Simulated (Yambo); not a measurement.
# Optical response of CO$_{2}$

```
CELL_PARAMETERS angstrom
      5.49707     0.00000     0.00000
      0.00000     5.49707     0.00000
      0.00000     0.00000     5.49707
ATOMIC_POSITIONS crystal
  C  0.00000 0.00000 0.00000
  C  0.50000 0.00000 0.50000
  C  0.50000 0.50000 0.00000
  C  0.00000 0.50000 0.50000
  O  0.12254 0.12254 0.12254
  O  0.87746 0.87746 0.87746
  O  0.37746 0.87746 0.62254
  O  0.62254 0.12254 0.37746
  O  0.62254 0.37746 0.87746
  O  0.37746 0.62254 0.12254
  O  0.87746 0.62254 0.37746
  O  0.12254 0.37746 0.62254
```

Yambo, RPA with local fields on PBEsol bands shifted by a G0W0 scissor of 3.62 eV; 4×4×4 mesh, 129 bands, 3 Ry local-field block, 0.2 eV broadening; field along x.

| E (eV) | Im ε | Re ε | Im ε, independent particles |
|---|---|---|---|
| 0.0 | 0.00 | 1.80 | 0.00 |
| 0.5 | 0.00 | 1.80 | 0.00 |
| 1.0 | 0.00 | 1.80 | 0.00 |
| 1.5 | 0.00 | 1.80 | 0.00 |
| 2.0 | 0.00 | 1.81 | 0.00 |
| 2.5 | 0.00 | 1.81 | 0.01 |
| 3.0 | 0.00 | 1.82 | 0.01 |
| 3.5 | 0.00 | 1.83 | 0.01 |
| 4.0 | 0.00 | 1.84 | 0.01 |
| 4.5 | 0.01 | 1.85 | 0.01 |
| 5.0 | 0.01 | 1.87 | 0.01 |
| 5.5 | 0.01 | 1.88 | 0.02 |
| 6.0 | 0.01 | 1.90 | 0.02 |
| 6.5 | 0.01 | 1.92 | 0.02 |
| 7.0 | 0.01 | 1.95 | 0.03 |
| 7.5 | 0.01 | 1.97 | 0.04 |
| 8.0 | 0.01 | 2.01 | 0.05 |
| 8.5 | 0.02 | 2.05 | 0.06 |
| 9.0 | 0.02 | 2.09 | 0.08 |
| 9.5 | 0.03 | 2.15 | 0.11 |
| 10.0 | 0.04 | 2.23 | 0.17 |
| 10.5 | 0.05 | 2.33 | 0.29 |
| 11.0 | 0.12 | 2.48 | 0.70 |
| 11.5 | 0.30 | 2.66 | 3.10 |
| 12.0 | 0.63 | 2.54 | 6.90 |
| 12.5 | 0.55 | 2.44 | 6.21 |
| 13.0 | 0.58 | 2.47 | 2.50 |
| 13.5 | 0.44 | 2.78 | 0.75 |
| 14.0 | 0.68 | 3.04 | 0.58 |
| 14.5 | 1.57 | 3.30 | 0.80 |
| 15.0 | 1.94 | 2.78 | 1.05 |
| 15.5 | 2.25 | 2.50 | 1.09 |
| 16.0 | 2.39 | 2.02 | 1.22 |
| 16.5 | 2.26 | 0.97 | 1.54 |
| 17.0 | 1.98 | 1.16 | 2.61 |
| 17.5 | 1.48 | 0.85 | 1.78 |
| 18.0 | 1.75 | 1.28 | 1.56 |
| 18.5 | 1.73 | 0.43 | 0.84 |
| 19.0 | 1.37 | 0.58 | 0.68 |
| 19.5 | 1.06 | 0.45 | 0.53 |
| 20.0 | 0.75 | 0.54 | 0.52 |

Structure narrower than a few tenths of an eV can come from the finite k mesh. Convergence of the RPA response with its 4×4×4 mesh was not tested. The scissor comes from a G0W0 run whose convergence isn't established. No excitonic effects at this level.

Geometry of the Materials Project entry, not relaxed at this level.
